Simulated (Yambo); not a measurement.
Material: MoSe2 (space group P6_3/mmc, No. 194); a = 3.2783 Å, b = 3.2783 Å, c = 12.7241 Å, α = 90.00°, β = 90.00°, γ = 120.00° (6 atoms in the cell). Cell and atoms were relaxed with PBE+D3(BJ) from Materials Project entry mp-1634, within its symmetry.

With PBE (stringent potentials; pw.x of Quantum ESPRESSO, ONCV potentials, scalar-relativistic), the gap between the mesh's edge points (Γ → (0.167, 0.167, 0)) is 0.772 eV.

**Question.** What does a G0W0 run in Yambo give for it (6×6×1 Γ-centred k mesh, bands 39 to 137 and a 6 Ry block in the screening, 137 bands in G with the Bruneval-Gonze terminator, plasmon pole fitted at 27.2 eV)?

**Answer.** The correction is 0.232 eV, giving 1.004 eV, 1.3 times the PBE value.  Convergence of the G0W0 settings was not tested. Spin-orbit splittings are left out.
